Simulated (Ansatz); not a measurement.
A trial cell of MgSiC2, before relaxation:

```cif
data_structure
_symmetry_space_group_name_H-M 'P 1'
_symmetry_Int_Tables_number 1
_cell_length_a 5.6946
_cell_length_b 5.6946
_cell_length_c 5.6946
_cell_angle_alpha 33.546
_cell_angle_beta 33.546
_cell_angle_gamma 33.546
_cell_volume 50.23
loop_
_atom_site_label
_atom_site_type_symbol
_atom_site_fract_x
_atom_site_fract_y
_atom_site_fract_z
_atom_site_occupancy
Mg1 Mg 0.50000 0.50000 0.50000 1
Si1 Si 0.00000 0.00000 0.00000 1
C1 C 0.25510 0.25510 0.25510 1
C2 C 0.74490 0.74490 0.74490 1
```

Computed with Ansatz, DFT PBE, scalar-relativistic, plane waves, PAW. Cutoff 420 eV, Gaussian smearing, Γ-centred meshes. Cell and atoms relax first on a coarse mesh and then on a finer one. In between, the cell is made exact in the group found at 0.06 Å. In metals the finer mesh still leaves noise of several meV/atom or more. The steps can't lower the symmetry of their start. No spin polarisation.

A guess keeps its type if space group and coordination stay and the shape of the cell changes little (axis ratios within about 15 %, angles within 6°); the volume may change.

Q: Will the relaxed cell still be of the starting type?

A: It keeps its type. The symmetry stays R-3m (No. 166). The volume per atom shrinks by 20.1 %, from 12.6 to 10.0 Å³. The shortest distance goes from 2.28 Å (Si–C) to 2.03 Å (Si–C). The ratio c/a of the conventional cell changes by a factor of 1.06. Counting neighbours within 15 % of an atom's shortest distance, the start has C 6, Mg 6, Si 6 and the end C 6, Mg 6, Si 6.

The last run used an 18×18×18 mesh for its 4-atom cell and Gaussian smearing of 0.10 eV. Symmetry constrained the relaxation, so the result can be a saddle point.
